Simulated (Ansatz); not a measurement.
RbCdF$_{3}$:
```yaml
crystal:
  lattice:
    - [4.41095, 0.00000, 0.00000]
    - [0.00000, 4.41095, 0.00000]
    - [0.00000, 0.00000, 4.41095]
  atoms:
    - { symbol: Rb, position: [0.00000, 0.00000, 0.00000] }
    - { symbol: Cd, position: [0.50000, 0.50000, 0.50000] }
    - { symbol: F, position: [0.00000, 0.50000, 0.50000] }
    - { symbol: F, position: [0.50000, 0.00000, 0.50000] }
    - { symbol: F, position: [0.50000, 0.50000, 0.00000] }
```

Plane-wave PAW PBEsol (Ansatz code) gives a gap of 3.05 eV without spin–orbit coupling, maximum at R, minimum at Γ.

### Question
What happens when spin–orbit coupling is switched on?

### Answer
The gap drops by 0.01 eV, to 3.04 eV; maximum at R, minimum at Γ.

### Question
Give the electron effective mass with spin–orbit coupling.

### Answer
0.42 mₑ (isotropic).

Space group Pm-3m (cubic perovskite). The workflow started from a Materials Project entry (that database holds measured and hypothetical structures alike); the Crystallography Open Database copy checked does not list it. Whether it is the stable phase at ambient conditions was not checked. The PBEsol relaxation kept the symmetry of its start; whether a distortion lowers the energy is not shown.

Potentials: the later of the program's two PAW sets.
